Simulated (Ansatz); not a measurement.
# Band structure of TaGa$_{3}$

```
Ta Ga
1.0
    -1.89800    1.89800    4.35200
     1.89800   -1.89800    4.35200
     1.89800    1.89800   -4.35200
Ta Ga
1 3
Direct
  0.00000 0.00000 0.00000
  0.75000 0.25000 0.50000
  0.25000 0.75000 0.50000
  0.50000 0.50000 0.00000
```

Atoms are numbered in the order listed.

Conventional cell: a = 3.796 Å, b = 3.796 Å, c = 8.704 Å, α = 90.00°, β = 90.00°, γ = 90.00°. Around Ta (atom 1) lie 12 Ga at 2.68 to 2.89 Å. Ga (atom 2) has 8 Ga at 2.68 to 2.89 Å and 4 Ta at 2.89 Å as nearest neighbours. Ga (atom 4) is surrounded by 4 Ta at 2.68 Å and 8 Ga at 2.89 Å.

The cell is COD entry 1522718, as deposited and not checked against the literature; nothing was relaxed.

No spin–orbit coupling, which matters for the heavy atoms here.

Level of theory: DFT, PBEsol, all-electron LAPW, scalar-relativistic in Ansatz 0.2.0.

Settings: a Γ-centred 14×14×14 k mesh, Fermi–Dirac smearing of 0.05 eV, basis error target 1 meV/atom, no spin polarisation.

Points in fractions of the reciprocal vectors of this cell: Γ (0, 0, 0), X (0, 0, 0.5), P (0.25, 0.25, 0.25), N (0, 0.5, 0), M (0.5, 0.5, -0.5), S (0.298, 0.702, -0.298), S0 (-0.298, 0.298, 0.298). The path runs Γ–X–P–N–Γ–M–S–S0–Γ. Energies are in eV from the Fermi level; (×n) counts levels within 4 meV of each other, which need not be degenerate by symmetry.

(1) List the levels at M between -5 and 5 eV.

(2) List the levels at N between -5 and 5 eV.

(3) List the levels at S between -5 and 5 eV.

(4) What is the band gap?

Results:

(1) -3.66, -1.91 (×2), -1.38, 0.13 (×2), 0.56, 3.13, 3.77, 4.47, 4.76 (×2), 4.95.

(2) -4.72, -2.69, -1.62, -0.46, 1.17, 2.06, 2.18, 2.87, 3.68, 3.70.

(3) -2.64, -2.17, -1.77, -0.30, 0.23, 1.17, 1.90, 2.86, 4.74, 4.83.

(4) none: bands cross the Fermi level, a metal.
